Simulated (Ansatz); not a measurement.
Starting cell, HfO₂ (baddeleyite type, space group P2_1/c):

```xyz
12
Lattice="5.1617 0.0000 0.0000 0.0000 5.2125 0.0000 -0.8978 0.0000 5.2770" Properties=species:S:1:pos:R:3 pbc="T T T"
Hf     1.2362     0.2237     1.0996
Hf     3.4766     2.8299     1.5389
Hf     3.0277     4.9889     4.1774
Hf     0.7872     2.3826     3.7381
O      0.0338     1.7131     1.8388
O      4.6790     4.3194     0.7997
O      4.2301     3.4994     3.4382
O     -0.4151     0.8931     4.4773
O      1.8905     3.9470     2.5153
O      2.8223     1.3408     0.1232
O      2.3733     1.2655     2.7617
O      1.4416     3.8718     5.1538
```

The atoms are displaced by Q × the pattern below (from a DFPT mode at Γ, largest move 1; Q in Å), at fixed cell.

| atom | x | y | z |
|---|---|---|---|
| Hf1 | 0.019 | -0.014 | -0.008 |
| Hf2 | 0.019 | 0.014 | -0.008 |
| Hf3 | -0.019 | 0.014 | 0.008 |
| Hf4 | -0.019 | -0.014 | 0.008 |
| O5 | -0.548 | 0.740 | 0.389 |
| O6 | -0.548 | -0.740 | 0.389 |
| O7 | 0.548 | -0.740 | -0.389 |
| O8 | 0.548 | 0.740 | -0.389 |
| O9 | -0.066 | -0.393 | -0.004 |
| O10 | -0.066 | 0.393 | -0.004 |
| O11 | 0.066 | 0.393 | 0.004 |
| O12 | 0.066 | -0.393 | 0.004 |

Calculation: PBE (plane waves to 420 eV, PAW, scalar-relativistic; Ansatz, a first-principles code). k mesh 5×5×5 (Γ-centred), Fermi-Dirac smearing 0.05 eV. The energy includes the smearing's −TS. HfO2 is run without spin polarisation. HfO2 was relaxed with its symmetry unable to fall. Spin-orbit coupling is left out, though Hf is heavy. The PAW data are Ansatz's earlier set. The zero of ΔE is the undisplaced structure.

```csv
Q (Å),ΔE (meV/cell)
-0.1000,758
-0.0833,525
-0.0667,335
-0.0500,188
-0.0333,withheld
-0.0167,21
0.0000,0
0.0167,21
0.0333,withheld
0.0500,188
0.0667,335
0.0833,525
0.1000,758
```

### Question
Fit an even polynomial form (powers 2, 4) to the given rows and predict ΔE at Q = -0.0333.

### Answer
Least squares on the 11 given rows: ΔE = (75050)·Q² + (77070)·Q⁴, in meV/cell with Q in Å; root-mean-square residual 0.3 meV/cell. At -0.0333 the fit gives 83 meV/cell; the calculation gives 83 meV/cell, the same to the digits shown. The quadratic term alone would give 83 meV/cell.

(For displaced atoms, the force is minus the slope of the energy, and its curvature is a force constant, which sets phonon frequencies.)
